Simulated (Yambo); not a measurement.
A G0W0@LDA run in Yambo for AgCl (space group Cmcm, No. 63) (4×4×4 Γ-centred k mesh, bands 9 to 99 and a 6 Ry block in the screening, 99 bands in G with the Bruneval-Gonze terminator, plasmon pole fitted at 27.2 eV) gives these matrix elements, in eV, at the band edges ((0.25, 0.25, 0) → Γ):

```
state               E0    <Vxc>     <Σx>  <Σc(E0)>      Z
---------------  -----  -------  -------  --------  -----
valence edge     0.000  -21.093  -25.889     3.829  0.799
conduction edge  0.277  -13.657   -9.630    -3.136  0.823
```

**Question.** Solve the linearised quasiparticle equation for both states, give the gap, and say how exchange and correlation each act on it.

**Answer.** E = E0 + Z(Σx + Σc − Vxc). Valence: 0.000 + 0.799 × (-25.889 + (3.829) − (-21.093)) = -0.77 eV. Conduction: 0.277 + 0.823 × (-9.630 + (-3.136) − (-13.657)) = 1.01 eV. The gap is 1.78 eV, against 0.28 eV in LDA. Replacing Vxc by bare exchange alone would open it by 8.82 eV; correlation takes back 6.97 eV of that, and Z scales what is left. Nearest settings tried, and what they do to the gap: 80 bands in W, 80 bands in G: +58 meV; 5 Ry block (109 vectors against 119): -8 meV; 4×4×2 mesh: +46 meV. So the settings aren't converged at that level. Spin-orbit splittings are left out.

Geometry relaxed with LDA; primitive cell a = b = 5.614 Å, c = 3.774 Å, α = β = 90.00°, γ = 141.94°.

This is not the ordinary phase of the substance; no match was found in the copy of COD used, and its stability was not checked.
